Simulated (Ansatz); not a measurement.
HfO$_{2}$ (fluorite)

```cif
data_HfO2
_chemical_formula_sum 'Hf1 O2'
_space_group_name_H-M_alt 'P 1'
_space_group_IT_number 1
_cell_length_a 3.57688
_cell_length_b 3.57688
_cell_length_c 3.57688
_cell_angle_alpha 60.000
_cell_angle_beta 60.000
_cell_angle_gamma 60.000
loop_
_space_group_symop_operation_xyz
  'x, y, z'
loop_
_atom_site_label
_atom_site_type_symbol
_atom_site_fract_x
_atom_site_fract_y
_atom_site_fract_z
_atom_site_occupancy
Hf1 Hf 0.00000 0.00000 0.00000 1
O1 O 0.25000 0.25000 0.25000 1
O2 O 0.75000 0.75000 0.75000 1
```

The volume is varied about the relaxed value V₀ at fixed cell shape. Symmetry pins the atoms to their sites.

Computed with r2SCAN (plane waves to 500 eV, PAW, scalar-relativistic; Ansatz, a program for electronic structure). k mesh 11×11×11 (Γ-centred), Fermi-Dirac smearing 0.05 eV. Energies are smeared free energies. HfO2 is run without spin polarisation. HfO2 was relaxed with its symmetry unable to fall. Spin-orbit coupling is left out, though Hf is heavy. This is a high-temperature form of HfO2. The zero of ΔE is the relaxed starting cell.

| V (Å³/atom) | ΔE (meV/atom) |
|---|---|
| 9.708 | 109.2 |
| 9.977 | 58.6 |
| 10.247 | 24.9 |
| 10.517 | 6.0 |
| 10.786 | 0.0 |
| 11.056 | 5.5 |
| 11.326 | 21.0 |
| 11.595 | 45.3 |
| 11.865 | 77.3 |

What is the fitted pressure derivative B₀′?

4.2.

What bulk modulus B₀ follows from a third-order Birch-Murnaghan fit?

271 GPa. Check by three points about V = 10.786 Å³/atom, step 0.270: d²E/dV² ≈ (6.0 − 2·0.0 + 5.5) meV / 0.270² = 0.158 eV/Å⁶, and V·d²E/dV² × 160.2 = 273 GPa.

(Under strain, the slope of the energy per volume gives the stress and its curvature an elastic modulus.)
